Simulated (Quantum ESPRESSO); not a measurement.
# Solid-state NMR card for AgCl

```yaml
crystal:
  lattice:
    - [0.00000, 2.77266, 2.77266]
    - [2.77266, 0.00000, 2.77266]
    - [2.77266, 2.77266, 0.00000]
  atoms:
    - { symbol: Ag, position: [0.00000, 0.00000, 0.00000] }
    - { symbol: Cl, position: [0.50000, 0.50000, 0.50000] }
```
The cell comes from the Materials Project (a computed structure). It is AgCl in Fm-3m. Stability against distortions was not tested. The run has no spin polarisation.

These are absolute shieldings with no macroscopic susceptibility term; δ = σ_ref − σ needs a reference computed alike. By our sweeps, such settings leave a few ppm in absolute σ on light atoms and up to some 20 ppm from Zn on. No spin–orbit coupling; Ag is the heaviest element present. No d partial waves on Cl: the paramagnetic term there is incompletely reconstructed. With so small a Kohn–Sham gap, σ hangs strongly on the functional and the mesh.

What do the calculations give at each independent site (shieldings by GIPAW with PBE in a modified build of Quantum ESPRESSO, on JTH PAW datasets, 25 Ha, k-mesh 8×8×8 shifted, f-sum rule met within 0.002 %)?


```csv
site,site symmetry,σ_iso (ppm)
Ag (atom 1),m-3m,3379
Cl (atom 2),m-3m,894
```
